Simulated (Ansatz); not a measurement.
Question: Name crystals whose computed values (plane-wave PAW r²SCAN (Ansatz code)) fall in these windows: highest Γ mode, no LO–TO term (cm⁻¹) 150 to 220; B₀ by P(V) fit (GPa) 250 to 340.

Answer: 

```json
[
 {"crystal": "Pt3W, I4/mmm (Pt on 4d, Pt on 2b, W on 2a)", "highest Γ mode, no LO–TO term (cm⁻¹)": "182", "B₀ by P(V) fit (GPa)": "307"},
 {"crystal": "MoPt, P-6m2 (Mo on 1e, Pt on 1d)", "highest Γ mode, no LO–TO term (cm⁻¹)": "209", "B₀ by P(V) fit (GPa)": "285"},
 {"crystal": "MoRh, P-6m2 (Mo on 1b, Rh on 1c)", "highest Γ mode, no LO–TO term (cm⁻¹)": "200", "B₀ by P(V) fit (GPa)": "280"},
 {"crystal": "MoRh, Pmma (Mo on 2e, Rh on 2f)", "highest Γ mode, no LO–TO term (cm⁻¹)": "218", "B₀ by P(V) fit (GPa)": "285"},
 {"crystal": "TiPt3, Cu3Au type", "highest Γ mode, no LO–TO term (cm⁻¹)": "174", "B₀ by P(V) fit (GPa)": "258"}
]
```
Others may fit too.

Standing as an ambient phase not checked: Pt3W, I4/mmm (Pt on 4d, Pt on 2b, W on 2a); MoPt, P-6m2 (Mo on 1e, Pt on 1d); MoRh, P-6m2 (Mo on 1b, Rh on 1c); MoRh, Pmma (Mo on 2e, Rh on 2f). Perhaps ordered models of mixed-site phases: MoPt, P-6m2 (Mo on 1e, Pt on 1d); MoRh, P-6m2 (Mo on 1b, Rh on 1c); MoRh, Pmma (Mo on 2e, Rh on 2f). All cells were relaxed under the symmetry of their starts (and spin orders); stability against distortions was not tested throughout. Rows with no word on spin ran without spin polarisation. Scalar-relativistic: spin–orbit coupling is off unless named, which matters more the heavier the elements.

Potentials: the later of the program's two PAW sets.
